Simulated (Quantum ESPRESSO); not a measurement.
# Sn2Mo2CuIn3: one run as intended and one with a planted mistake

Computed values, not a measurement. The program is pw.x of Quantum ESPRESSO 7.5 (plane-wave density functional theory). The cell is made up: eight metal atoms on a hexagonal close-packed lattice, with elements, volume, strain and displacements drawn at random and not relaxed, so it may be unstable or far from any real phase. PseudoDojo standard norm-conserving files set the functional (PBE unless stated); there is no spin polarisation or spin-orbit coupling, the Fermi-Dirac width of 0.25 eV means electrons at about 2900 K, and the masses in the input are unused placeholders. The copper pseudopotential is less sure than most, with forces differing by about three percent and pressure by about two GPa from a second method on plain copper. The tin pseudopotential is less sure than most, with forces differing by about three percent from a second method on plain tin. A spin test at this wide smearing found no moment, but such smearing suppresses magnetism that the real alloy may have.

Intended input:

```
&control calculation='scf', pseudo_dir='./dojo.nc.sr.pbe.v0_5.standard.upf', outdir='./o', disk_io='minimal', tprnfor=.true., tstress=.true. /
&system ibrav=0, nat=8, ntyp=4, nbnd=67, ecutwfc=92.02030273, nosym=.true., tot_charge=0,
 occupations='smearing', smearing='fd', degauss=0.0183746611
/
&electrons conv_thr=1.470e-08, electron_maxstep=70, mixing_beta=0.5 /
ATOMIC_SPECIES
Cu 1.0 Cu.upf
In 1.0 In.upf
Mo 1.0 Mo.upf
Sn 1.0 Sn.upf
CELL_PARAMETERS angstrom
-2.9486 -0.0087 0.0106
0.0175 -0.0542 -5.0271
-0.03 -10.4707 -0.1136
ATOMIC_POSITIONS angstrom
Sn 0.0962 -0.066 0.0198
Sn 0.0447 -5.0838 -0.1807
Mo 0.0956 -3.423 -2.7343
Mo 0.0115 -8.7305 -2.6904
Cu -1.5125 -2.7108 -0.0268
In -1.7572 -8.0127 -0.2023
In -1.3496 -0.9827 -2.3812
In -1.5698 -6.2087 -2.5058
K_POINTS automatic
8 5 3 1 1 1
```

The log is shortened where brackets say so; the opening notice, blank lines, dates and the lines on written files are dropped, and the path of the files is cut. It prints rydbergs, bohrs and kilobars, and counts compression as positive stress. Its total energy is the free energy E - TS of the whole cell.

Log of the intended run:

```
     Program PWSCF v.7.5
     Parallel version (MPI & OpenMP), running on       4 processor cores
     Number of MPI processes:                 4
     Threads/MPI process:                     1
     [start-up lines left out]
     bravais-lattice index     =            0
     lattice parameter (alat)  =       5.5721  a.u.
     unit-cell volume          =    1047.2387 (a.u.)^3
     number of atoms/cell      =            8
     number of atomic types    =            4
     number of electrons       =       114.00
     number of Kohn-Sham states=           67
     kinetic-energy cutoff     =      92.0203  Ry
     charge density cutoff     =     368.0812  Ry
     scf convergence threshold =      1.5E-08
     mixing beta               =       0.5000
     number of iterations used =            8  plain     mixing
     Exchange-correlation= PBE
                           (   1   4   3   4   0   0   0)
     [axes and pseudopotential details left out]
   Cartesian axes
     site n.     atom                  positions (alat units)
         1        Sn     tau(   1) = (   0.0326253  -0.0223833   0.0067150  )
         2        Sn     tau(   2) = (   0.0151596  -1.7241216  -0.0612827  )
         3        Mo     tau(   3) = (   0.0324218  -1.1608774  -0.9273114  )
         4        Mo     tau(   4) = (   0.0039001  -2.9608647  -0.9124232  )
         5        Cu     tau(   5) = (  -0.5129498  -0.9193416  -0.0090890  )
         6        In     tau(   6) = (  -0.5959374  -2.7174297  -0.0686081  )
         7        In     tau(   7) = (  -0.4577038  -0.3332732  -0.8075610  )
         8        In     tau(   8) = (  -0.5323825  -2.1056206  -0.8498178  )
     number of k points=    60  Fermi-Dirac smearing, width (Ry)=  0.0184
                       cart. coord. in units 2pi/alat
        k(    1) = (  -0.0625744  -0.0461220  -0.0583753), wk =   0.0333333
        k(    2) = (  -0.0631357   0.1416402  -0.0604016), wk =   0.0333333
     [further k points left out]
     Dense  grid:   124811 G-vectors     FFT dimensions: (  36,  60, 125)
     Estimated max dynamical RAM per process >     442.49 MB
     Estimated total dynamical RAM >       1.64 GB
     Initial potential from superposition of free atoms
     starting charge     113.9820, renormalised to     114.0000
     Starting wfcs are   75 randomized atomic wfcs
     total cpu time spent up to now is        8.3 secs
     per-process dynamical memory:   359.4 Mb
     Self-consistent Calculation
     iteration #  1     ecut=    92.02 Ry     beta= 0.50
     Davidson diagonalization with overlap
     ethr =  1.00E-02,  avg # of iterations =  3.2
     total cpu time spent up to now is       27.0 secs
     total energy              =   -1372.52562229 Ry
     estimated scf accuracy    <       2.42965237 Ry
     iteration #  2     ecut=    92.02 Ry     beta= 0.50
     Davidson diagonalization with overlap
     ethr =  2.13E-03,  avg # of iterations =  4.9
     total cpu time spent up to now is       48.4 secs
     total energy              =   -1370.48400065 Ry
     estimated scf accuracy    <      63.53251903 Ry
     [iterations 3 to 14 left out]
     iteration # 15     ecut=    92.02 Ry     beta= 0.50
     Davidson diagonalization with overlap
     ethr =  1.81E-10,  avg # of iterations =  4.1
     total cpu time spent up to now is      243.6 secs
     total energy              =   -1374.04060499 Ry
     estimated scf accuracy    <       0.00000012 Ry
     iteration # 16     ecut=    92.02 Ry     beta= 0.50
     Davidson diagonalization with overlap
     ethr =  1.07E-10,  avg # of iterations =  2.0
     total cpu time spent up to now is      257.0 secs
     End of self-consistent calculation
     [lines on levels left out]
!    total energy              =   -1374.04060500 Ry
     estimated scf accuracy    <          8.7E-09 Ry
     smearing contrib. (-TS)   =      -0.07383998 Ry
     internal energy E=F+TS    =   -1373.96676502 Ry
     The total energy is F=E-TS. E is the sum of the following terms:
     one-electron contribution =    -497.07335171 Ry
     hartree contribution      =     332.82660022 Ry
     xc contribution           =    -296.65444026 Ry
     ewald contribution        =    -913.06557327 Ry
     convergence has been achieved in  16 iterations
     Forces acting on atoms (cartesian axes, Ry/au):
     atom    1 type  4   force =    -0.01069851   -0.03938652    0.02329536
     atom    2 type  4   force =    -0.00444708    0.06532109    0.02934248
     atom    3 type  3   force =    -0.00516417   -0.04386866    0.00669868
     atom    4 type  3   force =    -0.01758934   -0.03279564   -0.01176648
     atom    5 type  1   force =     0.00557713    0.00413876   -0.00496010
     atom    6 type  2   force =     0.02655399    0.03346039    0.02505130
     atom    7 type  2   force =    -0.00493546   -0.00730555   -0.02078222
     atom    8 type  2   force =     0.01070344    0.02043614   -0.04687900
     Total force =     0.128996     Total SCF correction =     0.000616
     Computing stress (Cartesian axis) and pressure
          total   stress  (Ry/bohr**3)                   (kbar)     P=       54.50
   0.00055927   0.00005765  -0.00000369           82.27        8.48       -0.54
   0.00005765   0.00017535  -0.00000246            8.48       25.79       -0.36
  -0.00000369  -0.00000246   0.00037681           -0.54       -0.36       55.43
     init_run     :      7.25s CPU      7.54s WALL (       1 calls)
     electrons    :    244.40s CPU    248.66s WALL (       1 calls)
     forces       :      2.43s CPU      2.46s WALL (       1 calls)
     stress       :      7.93s CPU      8.11s WALL (       1 calls)
     [timing details left out]
     PWSCF        :   4m22.85s CPU   4m27.62s WALL
     JOB DONE.
```

A second run has one planted mistake: the cell and the positions are scaled by a wrong factor. The input lines that differ:

```
- -2.9486 -0.0087 0.0106
- 0.0175 -0.0542 -5.0271
- -0.03 -10.4707 -0.1136
+ -2.9221 -0.0086 0.0105
+ 0.0173 -0.0537 -4.9819
+ -0.0297 -10.3765 -0.1126
- Sn 0.0962 -0.066 0.0198
- Sn 0.0447 -5.0838 -0.1807
- Mo 0.0956 -3.423 -2.7343
- Mo 0.0115 -8.7305 -2.6904
- Cu -1.5125 -2.7108 -0.0268
- In -1.7572 -8.0127 -0.2023
- In -1.3496 -0.9827 -2.3812
- In -1.5698 -6.2087 -2.5058
+ Sn 0.0953 -0.0654 0.0196
+ Sn 0.0443 -5.038 -0.1791
+ Mo 0.0947 -3.3922 -2.7097
+ Mo 0.0114 -8.6519 -2.6662
+ Cu -1.4989 -2.6864 -0.0266
+ In -1.7414 -7.9406 -0.2005
+ In -1.3375 -0.9739 -2.3598
+ In -1.5557 -6.1528 -2.4832
```

Its log:

```
     Program PWSCF v.7.5
     Parallel version (MPI & OpenMP), running on       4 processor cores
     Number of MPI processes:                 4
     Threads/MPI process:                     1
     [start-up lines left out]
     bravais-lattice index     =            0
     lattice parameter (alat)  =       5.5220  a.u.
     unit-cell volume          =    1019.2427 (a.u.)^3
     number of atoms/cell      =            8
     number of atomic types    =            4
     number of electrons       =       114.00
     number of Kohn-Sham states=           67
     kinetic-energy cutoff     =      92.0203  Ry
     charge density cutoff     =     368.0812  Ry
     scf convergence threshold =      1.5E-08
     mixing beta               =       0.5000
     number of iterations used =            8  plain     mixing
     Exchange-correlation= PBE
                           (   1   4   3   4   0   0   0)
     [axes and pseudopotential details left out]
   Cartesian axes
     site n.     atom                  positions (alat units)
         1        Sn     tau(   1) = (   0.0326132  -0.0223809   0.0067074  )
         2        Sn     tau(   2) = (   0.0151602  -1.7240839  -0.0612909  )
         3        Mo     tau(   3) = (   0.0324079  -1.1608649  -0.9273025  )
         4        Mo     tau(   4) = (   0.0039013  -2.9608181  -0.9124162  )
         5        Cu     tau(   5) = (  -0.5129475  -0.9193289  -0.0091029  )
         6        In     tau(   6) = (  -0.5959348  -2.7173999  -0.0686143  )
         7        In     tau(   7) = (  -0.4577138  -0.3332841  -0.8075612  )
         8        In     tau(   8) = (  -0.5323853  -2.1055863  -0.8497906  )
     number of k points=    60  Fermi-Dirac smearing, width (Ry)=  0.0184
                       cart. coord. in units 2pi/alat
        k(    1) = (  -0.0625747  -0.0461225  -0.0583751), wk =   0.0333333
        k(    2) = (  -0.0631346   0.1416414  -0.0604010), wk =   0.0333333
     [further k points left out]
     Dense  grid:   121489 G-vectors     FFT dimensions: (  36,  60, 120)
     Estimated max dynamical RAM per process >     430.59 MB
     Estimated total dynamical RAM >       1.60 GB
     Initial potential from superposition of free atoms
     starting charge     113.9820, renormalised to     114.0000
     Starting wfcs are   75 randomized atomic wfcs
     total cpu time spent up to now is        6.7 secs
     per-process dynamical memory:   349.9 Mb
     Self-consistent Calculation
     iteration #  1     ecut=    92.02 Ry     beta= 0.50
     Davidson diagonalization with overlap
     ethr =  1.00E-02,  avg # of iterations =  3.3
     total cpu time spent up to now is       21.1 secs
     total energy              =   -1372.48855525 Ry
     estimated scf accuracy    <       2.46679280 Ry
     iteration #  2     ecut=    92.02 Ry     beta= 0.50
     Davidson diagonalization with overlap
     ethr =  2.16E-03,  avg # of iterations =  4.8
     total cpu time spent up to now is       37.9 secs
     total energy              =   -1370.45119942 Ry
     estimated scf accuracy    <      62.83150003 Ry
     [iterations 3 to 15 left out]
     iteration # 16     ecut=    92.02 Ry     beta= 0.50
     Davidson diagonalization with overlap
     ethr =  6.83E-11,  avg # of iterations =  2.4
     total cpu time spent up to now is      222.0 secs
     total energy              =   -1374.02702403 Ry
     estimated scf accuracy    <       0.00000002 Ry
     iteration # 17     ecut=    92.02 Ry     beta= 0.50
     Davidson diagonalization with overlap
     ethr =  1.71E-11,  avg # of iterations =  2.6
     total cpu time spent up to now is      234.6 secs
     End of self-consistent calculation
     [lines on levels left out]
!    total energy              =   -1374.02702403 Ry
     estimated scf accuracy    <          4.4E-10 Ry
     smearing contrib. (-TS)   =      -0.07085573 Ry
     internal energy E=F+TS    =   -1373.95616830 Ry
     The total energy is F=E-TS. E is the sum of the following terms:
     one-electron contribution =    -484.37606173 Ry
     hartree contribution      =     328.57064162 Ry
     xc contribution           =    -296.80442863 Ry
     ewald contribution        =    -921.34631955 Ry
     convergence has been achieved in  17 iterations
     Forces acting on atoms (cartesian axes, Ry/au):
     atom    1 type  4   force =    -0.01160074   -0.04357422    0.02514053
     atom    2 type  4   force =    -0.00514123    0.06664709    0.03170337
     atom    3 type  3   force =    -0.00591779   -0.04797712    0.00868704
     atom    4 type  3   force =    -0.02000534   -0.03661604   -0.01296813
     atom    5 type  1   force =     0.00636154    0.00643392   -0.00700712
     atom    6 type  2   force =     0.02961823    0.03828437    0.02724560
     atom    7 type  2   force =    -0.00536685   -0.00613284   -0.02214706
     atom    8 type  2   force =     0.01205219    0.02293484   -0.05065424
     Total force =     0.139536     Total SCF correction =     0.000059
     Computing stress (Cartesian axis) and pressure
          total   stress  (Ry/bohr**3)                   (kbar)     P=       88.95
   0.00081732   0.00006462  -0.00000405          120.23        9.51       -0.60
   0.00006462   0.00039563   0.00000151            9.51       58.20        0.22
  -0.00000405   0.00000151   0.00060112           -0.60        0.22       88.43
     init_run     :      6.25s CPU      6.53s WALL (       1 calls)
     electrons    :    225.96s CPU    227.93s WALL (       1 calls)
     forces       :      2.12s CPU      2.14s WALL (       1 calls)
     stress       :      7.12s CPU      7.29s WALL (       1 calls)
     [timing details left out]
     PWSCF        :   4m 1.65s CPU   4m 4.11s WALL
     JOB DONE.
```

|  | intended run | run with the mistake |
| --- | --- | --- |
| free energy (eV) | -18694.775 | -18694.590 |
| entropy term -TS, part of it (eV) | -1.005 | -0.964 |
| pressure (GPa) | 5.45 | 8.90 |
| size of the largest force component (eV/Å) | 1.679 | 1.714 |
| largest change of a force component (eV/Å) |  | 0.124 |
| iterations | 16 | 17 |

For scale, a rerun of the intended cell at a higher cutoff and on a denser mesh moved values by no more than 0.012 eV in energy, 0.30 GPa in stress and 0.020 eV/Å in force, and a second program with other atomic files agreed on that cell to 2 % rms in force and 0.5 GPa in pressure.